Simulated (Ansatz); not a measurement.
YTaN3:
Space group Pm-3m (No. 221); a = b = c = 4.0144 Å, α = β = γ = 90.00°

| atom | site | symmetry | x | y | z |
|---|---|---|---|---|---|
| Y | 1a | m-3m | 0.0000 | 0.0000 | 0.0000 |
| Ta | 1b | m-3m | 0.5000 | 0.5000 | 0.5000 |
| N | 3c | 4/mm.m | 0.0000 | 0.5000 | 0.5000 |

Relaxed with PBEsol.

### Question
Decompose the optical modes at the zone centre into irreducible representations, and say which are infrared and Raman allowed.

### Answer
Point group m-3m: Γ_opt = 3T1u + T2u. Infrared: T1u. Raman: none.

### Question
Assign frequencies (DFPT, PBEsol in the plane-wave PAW code Ansatz).

### Answer
T1u 241i, T2u 211i, T1u 86, T1u 733 cm⁻¹.

The start of the workflow was typed in or built on a structure type; neither database checked (COD, Materials Project) lists it. Its standing as an ambient phase is unchecked. Symmetry was held in the PBEsol relaxation. At this level the phase is dynamically unstable (imaginary phonons). The run is not spin-polarised. With an odd number of electrons in the cell and no spin polarisation, the count alone makes it a metal. As this level gives no gap, phonon frequencies hold no LO–TO term and depend on the k-mesh and smearing (Fermi–Dirac, 0.1 eV here). Spin–orbit coupling is left out wherever it is not named.

Potentials: the earlier of the program's two PAW sets. The files were generated under PBE; for other functionals the program regenerates the frozen cores, and for LDA and PBEsol the local potential too.
